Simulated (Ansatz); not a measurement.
TiO (space group C2/m), energy against volume

TiO (space group C2/m)

Space group C2/m (No. 12); a = 9.208 Å, b = 4.123 Å, c = 5.759 Å, α = 90.00°, β = 107.35°, γ = 90.00°

| atom | site | symmetry | x | y | z |
|---|---|---|---|---|---|
| Ti | 4i | m | 0.1522 | 0.5000 | 0.3240 |
| Ti | 4i | m | 0.3351 | 0.0000 | 0.1696 |
| Ti | 2c | 2/m | 0.5000 | 0.5000 | 0.5000 |
| O | 2b | 2/m | 0.0000 | 0.5000 | 0.0000 |
| O | 4i | m | 0.3306 | 0.5000 | 0.1681 |
| O | 4i | m | 0.1693 | 0.0000 | 0.3416 |
(The calculation used a cell of 10 atoms; values per cell refer to that cell.)

This relaxed cell (volume V₀) is scaled evenly in all directions, its shape held. The atoms relax within the cell's symmetry.

Calculation: PBEsol (plane waves to 420 eV, PAW, scalar-relativistic; Ansatz, an electronic-structure program). k mesh 12×12×8 (Γ-centred), Fermi-Dirac smearing 0.05 eV. Energies are smeared free energies. Compression counts positive. With the shape held, the modulus is that of even scaling; a crystal free to change shape is softer. TiO is run without spin polarisation and with no Hubbard U. TiO was relaxed with its symmetry unable to fall. ΔE is measured from the relaxed starting cell.

| V (Å³/atom) | ΔE (meV/atom) | P (GPa) |
|---|---|---|
| 9.808 | 28 | 14.8 |
| 9.965 | 15 | 10.7 |
| 10.122 | 7 | 6.9 |
| 10.278 | 2 | 3.3 |
| 10.435 | 0 | 0.0 |
| 10.591 | 2 | -3.1 |
| 10.748 | 6 | -5.9 |
| 10.904 | 13 | -8.5 |
| 11.061 | 23 | -11.0 |

Derived quantities:

```yaml
pressure_at_the_smallest_volume: 14.8 GPa
energy_cost_of_the_largest_compression: 28 meV/atom
energy_cost_of_the_largest_expansion: 23 meV/atom
Bulk modulus at fixed cell shape B₀ (third-order Birch-Murnaghan fit): 212 GPa
Pressure derivative B₀′ (fit): 4.0
equilibrium_volume_of_the_fit: 10.43 Å³/atom
Pressure for 5 % compression (fit): 12.0 GPa
```

(Under strain, the slope of the energy per volume gives the stress and its curvature an elastic modulus.)
